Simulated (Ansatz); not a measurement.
Relaxed Cs₂AgBiBr₆ (double-perovskite type, space group Fm-3m):

```xyz
10
Lattice="0.0000 5.7385 5.7385 5.7385 0.0000 5.7385 5.7385 5.7385 0.0000" Properties=species:S:1:pos:R:3 pbc="T T T"
Cs     2.8692     2.8692     2.8692
Cs     8.6077     8.6077     8.6077
Ag     5.7385     5.7385     5.7385
Bi     0.0000     0.0000     0.0000
Br     2.8850     5.7385     5.7385
Br     8.5920     5.7385     5.7385
Br     5.7385     2.8850     5.7385
Br     5.7385     8.5920     5.7385
Br     5.7385     5.7385     2.8850
Br     5.7385     5.7385     8.5920
```

The atoms are displaced by Q × the pattern below (from a DFPT mode at Γ, largest move 1; Q in Å), at fixed cell. It is one choice among 3 degenerate patterns.

```json
[
 {"atom": "Br7", "x": "0.000", "y": "0.000", "z": "-1.000"},
 {"atom": "Br8", "x": "0.000", "y": "0.000", "z": "1.000"},
 {"atom": "Br9", "x": "0.000", "y": "1.000", "z": "0.000"},
 {"atom": "Br10", "x": "0.000", "y": "-1.000", "z": "0.000"}
]
```

Atoms not listed stay in place.

The numbers are results of PBE (plane waves to 420 eV, PAW, scalar-relativistic; Ansatz, a program for electronic structure), not measurements. k mesh 5×5×5 (Γ-centred), fixed occupations. Stress and pressure are positive under compression. Cs2AgBiBr6 was relaxed with its symmetry unable to fall. Spin-orbit coupling is left out, though Bi is heavy. ΔE is measured from the undisplaced structure.

```csv
Q (Å),−dE/dQ from forces (eV/Å),ΔE (eV/cell),P (GPa)
-0.660,0.737,0.0943,-0.29
-0.550,0.394,(withheld),-0.23
-0.440,0.162,0.0036,-0.16
-0.330,0.027,-0.0060,-0.10
-0.220,-0.029,(withheld),-0.04
-0.110,-0.029,(withheld),-0.01
0.000,0.000,0.0000,0.00
0.110,0.029,(withheld),-0.01
0.220,0.029,(withheld),-0.04
0.330,-0.027,-0.0060,-0.10
0.440,-0.162,0.0036,-0.16
0.550,-0.394,(withheld),-0.23
0.660,-0.737,0.0943,-0.29
```

Question: Some entries are withheld; supply them.

Answer: 
- -0.550, ΔE (eV/cell): 0.0332
- -0.220, ΔE (eV/cell): -0.0053
- -0.110, ΔE (eV/cell): -0.0017
- 0.110, ΔE (eV/cell): -0.0017
- 0.220, ΔE (eV/cell): -0.0053
- 0.550, ΔE (eV/cell): 0.0332

(A displaced cell: forces are minus the slopes of the energy, force constants its curvatures, and phonons follow from these.)
